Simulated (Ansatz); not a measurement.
Total density of states per atom from the program Ansatz at the r²SCAN level (PAW), in 0.25 eV bins, energy from the Fermi level:

```
E (eV) | states/eV/atom
    -7.85 | ## 0.21
    -7.60 | ## 0.22
    -7.35 | ## 0.22
    -7.10 | ### 0.25
    -6.85 | ### 0.27
    -6.60 | ### 0.29
    -6.35 | ### 0.33
    -6.10 | #### 0.39
    -5.85 | ##### 0.52
    -5.60 | ######## 0.78
    -5.35 | ########## 0.96
    -5.10 | ########### 1.06
    -4.85 | ############# 1.28
    -4.60 | ############## 1.32
    -4.35 | ############################## 2.87
    -4.10 | ################### 1.79
    -3.85 | ########## 0.92
    -3.60 | ############# 1.23
    -3.35 | ############# 1.28
    -3.10 | ###### 0.58
    -2.85 | #### 0.34
    -2.60 | #### 0.38
    -2.35 | #### 0.37
    -2.10 | #### 0.38
    -1.85 | #### 0.35
    -1.60 | ### 0.29
    -1.35 | ### 0.32
    -1.10 | ### 0.31
    -0.85 | ### 0.31
    -0.60 | #### 0.40
    -0.35 | #### 0.36
    -0.10 | #### 0.34
     0.15 | ### 0.28
     0.40 | ### 0.27
     0.65 | ### 0.26
     0.90 | ### 0.24
     1.15 | ### 0.25
     1.40 | ### 0.30
     1.65 | ### 0.27
     1.90 | ### 0.31
     2.15 | #### 0.34
     2.40 | #### 0.36
     2.65 | #### 0.42
     2.90 | ##### 0.44
     3.15 | #### 0.38
     3.40 | #### 0.38
     3.65 | #### 0.39
     3.90 | #### 0.41
     4.15 | #### 0.39
     4.40 | #### 0.38
     4.65 | #### 0.36
```

### Question
Pick the material that matches.
(A) Al, bcc (W type)
(B) NbCuN2, R-3m (Nb on 3b, Cu on 3a, N on 6c)
(C) Al2Cu, I4/mcm (Cu on 4a, Al on 8h)
(D) Mn3Al2Si3O12, Ia-3d (Al on 16a, Mn on 24c, Si on 24d, O on 96h)

### Answer
C, Al2Cu, I4/mcm (Cu on 4a, Al on 8h). Within 0.5 eV of the Fermi level: Al 3p 57 %, Al 3s 24 %, Cu 3d 9 %, outside the projected shells 6 %. Projections are on Löwdin-orthogonalised atomic valence shells; empty p or d shells of many metals are not among them.

Symmetry was held in the r²SCAN relaxation. No spin polarisation was allowed.

Potentials: the earlier of the program's two PAW sets.
